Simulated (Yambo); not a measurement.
Y2CN2O2 (space group P-3m1, No. 164), G0W0@PBEsol in Yambo (3×3×1 mesh, plasmon pole; 7 Ry block, no terminator). The number N of bands in W and G is varied.

| N | x = 1/N | gap Γ → Γ (eV) | shift of the valence edge (eV) |
|---|---|---|---|
| 60 | 0.01667 | 5.085 | -0.058 |
| 85 | 0.01176 | 5.019 | -0.244 |
| 115 | 0.00870 | 5.044 | -0.397 |
| 146 | 0.00685 | ? | ? |

Q: Basis-set arguments suggest E = E∞ + A x. Fix A and E∞ from the two rows above the withheld one, predict the row at 146 bands, and test the form.

A: Gap: A = (5.044 − (5.019))/(0.00870 − 0.01176) = -8.17, E∞ = 5.115 eV, so 5.059 eV is predicted; the run gave 5.070 eV (miss 11 meV). The first two rows have slope 13.4, so the form doesn't hold yet over the whole range. Shift: A = (-0.397 − (-0.244))/(0.00870 − 0.01176) = 50.0, E∞ = -0.832 eV, so -0.489 eV is predicted; the run gave -0.494 eV (miss 5 meV). The first two rows have slope 37.9, so the form doesn't hold yet over the whole range. The other settings are held fixed.

Geometry of the Materials Project entry, not relaxed at this level; primitive cell a = b = 3.6990 Å, c = 8.1689 Å, α = β = 90.00°, γ = 120.00°.

The structure is a Materials Project entry; no match was found in the copy of COD used, and its stability was not checked.

A shift is the quasiparticle energy of the state minus its PBEsol energy.
